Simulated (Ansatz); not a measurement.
Ba₆Lu₂W₃O₁₈: checking a database structure before trusting its electric field gradients

The cell is a computed structure from the Materials Project (it need not be an observed phase), atoms as given.

Space group R-3m:H (No. 166); a = 5.9246, c = 43.3283 Å, γ = 120.00°.

| site | Wyckoff | site symmetry | x | y | z |
| --- | --- | --- | --- | --- | --- |
| Ba1 | 6c | 3m | 0.0000 | 0.0000 | 0.3633 |
| Ba3 | 6c | 3m | 0.0000 | 0.0000 | 0.1867 |
| Ba5 | 6c | 3m | 0.0000 | 0.0000 | 0.0878 |
| Lu | 6c | 3m | 0.0000 | 0.0000 | 0.2756 |
| W9 | 6c | 3m | 0.0000 | 0.0000 | 0.4474 |
| W11 | 3a | -3m | 0.0000 | 0.0000 | 0.0000 |
| O12 | 18h | .m | 0.1762 | 0.3524 | 0.6926 |
| O18 | 18h | .m | 0.8439 | 0.6879 | 0.5827 |
| O23 | 18h | .m | 0.1590 | 0.8410 | 0.5309 |

One atom of each set is listed; the run and its k-mesh use a cell of 29 atoms with edges of 14.84, 14.84, 14.84 Å.

All values are calculated (Ansatz; DFT, PBE, plane waves and PAW, scalar-relativistic, 420 eV cutoff, Γ-centred 4×4×4 k-points, Fermi–Dirac smearing 0.02 eV), not measured.

Task: Do the atoms and the cell lie near the calculated equilibrium?

Result: Not quite. The largest force is 0.80 eV/Å, on atom 9 (W: 6 O at 1.88–2.07 Å), and the pressure is -2.9 GPa. Relaxing the atoms is still advisable, since electric field gradients respond to shifts of a few hundredths of an ångström.
